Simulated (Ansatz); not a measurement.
Relaxation path: hcp Ru (10-10), 2 layers

DFT, LDA, PAW with Ansatz's default frozen-core files, scalar-relativistic (Ansatz 0.2.0); a Γ-centred 14×9×1 k mesh, Fermi–Dirac smearing of 0.1 eV, no spin polarisation. The run relaxes the atoms in the fixed cell.

Command: `ansatz run input.yaml --threads 1 --pin off --max-ram 3584MiB --backend cpu --events-out ev --progress --plain --runs-dir out` It took 35 s on 1 thread of Intel(R) Xeon(R) Platinum 8488C (Sapphire Rapids), with other jobs on the host, peak memory 0.47 GiB.

```yaml
crystal:
  lattice:
    - [2.6752164047, 0.0, 0.0]
    - [0.0, 4.224449684, 0.0]
    - [0.0, 0.0, 16.7723]
  atoms:
    - { symbol: Ru, position: [0.75, 0.75, 0.4769778607] }
    - { symbol: Ru, position: [0.25, 0.25, 0.5230221393] }
kpoints:
  mp_grid: { grid: [14, 9, 1] }
scf:
  occupations: { method: fermi_dirac, width: 0.1 }
hamiltonian:
  xc: lda
  pseudopotentials: { kind: paw }
output:
  forces: true
  stress: true
  eigenvalues: true
relax:
  f_tol: 0.01
  max_steps: 40
efield:
  axis: 3
  amplitude: 0
  dipole_correction: true
```

Each step lists its free energy a cell above the last geometry, and Cartesian positions (Å) with forces (eV/Å).

The first step:

```
step 1  dF = 15.77 meV
  Ru 2.0064 3.1683 8.0000   0.0000 0.0000 0.4127
  Ru 0.6688 1.0561 8.7723   0.0000 0.0000 -0.4127
```

The PAW files were made under PBE.

**Question.** Where does the relaxation end, and by which steps?

**Answer.** After 4 geometries, with a shortest distance of 2.595 Å. The further steps:
```
step 2  dF = 18.96 meV  (not accepted)
  Ru 2.0064 3.1683 8.0852   0.0000 0.0000 -0.3708
  Ru 0.6688 1.0561 8.6871   0.0000 0.0000 0.3708
step 3  dF = 0.13 meV
  Ru 2.0064 3.1683 8.0426   0.0000 0.0000 -0.0356
  Ru 0.6688 1.0561 8.7297   0.0000 0.0000 0.0356
step 4  dF = 0.00 meV
  Ru 2.0064 3.1683 8.0389   0.0000 0.0000 0.0016
  Ru 0.6688 1.0561 8.7334   0.0000 0.0000 -0.0016
```
